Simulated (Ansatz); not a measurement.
**ZrGeO₃: computed property card**

ZrGeO$_{3}$:
```
ZrGeO3
1.0
    3.98759     0.00000     0.00000
    0.00000     3.98759     0.00000
    0.00000     0.00000     4.34170
Zr Ge O
1 1 3
Direct
  0.50000   0.50000   0.57883
  0.00000   0.00000   0.19511
  0.00000   0.50000   0.44961
  0.50000   0.00000   0.44961
  0.50000   0.50000   0.01704
```

Space group P4mm (No. 99); conventional cell a = b = 3.988 Å, c = 4.342 Å, α = β = γ = 90.00°.

Method: the program Ansatz at the PBEsol level (PAW). Geometry: relaxed at this level of theory. Other levels are named where they apply.

### Cell and energy

```json
{
  "volume_per_atom": "13.81 Å³",
  "density": "5.10 g/cm³",
  "Formation energy from the elements (no fitted shifts)": "-2.25 eV/atom"
}
```

### Electronic structure

```json
{
 "band_gap": "1.39 eV (indirect)",
 "valence_band_maximum": "at X",
 "conduction_band_minimum": "at Z",
 "smallest_direct_gap_on_the_standard_path": "2.22 eV",
 "electron_effective_mass": "0.50, 0.57, 0.57 mₑ (principal values)",
 "hole_effective_mass": "0.42, 0.77, 1.5 mₑ (principal values)"
}
```

### Dielectric response

```json
{
  "Electronic dielectric constant ε∞ (DFPT)": "6.30 (xx = yy), 5.60 (zz)",
  "Born charges (a third of the trace)": "Zr +5.17, Ge +3.53, O -2.96 to -2.78 e"
}
```

### Phonons

```json
{
 "Highest zone-centre frequency (without LO–TO term)": "78.8 meV",
 "zone_centre_stability": "unstable, softest mode 223i cm⁻¹"
}
```

The start of the workflow was typed in or built on a structure type; neither database checked (COD, Materials Project) lists it. Whether it is the stable phase at ambient conditions was not checked. Symmetry was held in the PBEsol relaxation. The run is not spin-polarised. The references are the lowest solids computed at this level, not always the standard phases (solids in place of the gases). Spin–orbit coupling is left out wherever it is not named.

Potentials: the later of the program's two PAW sets.
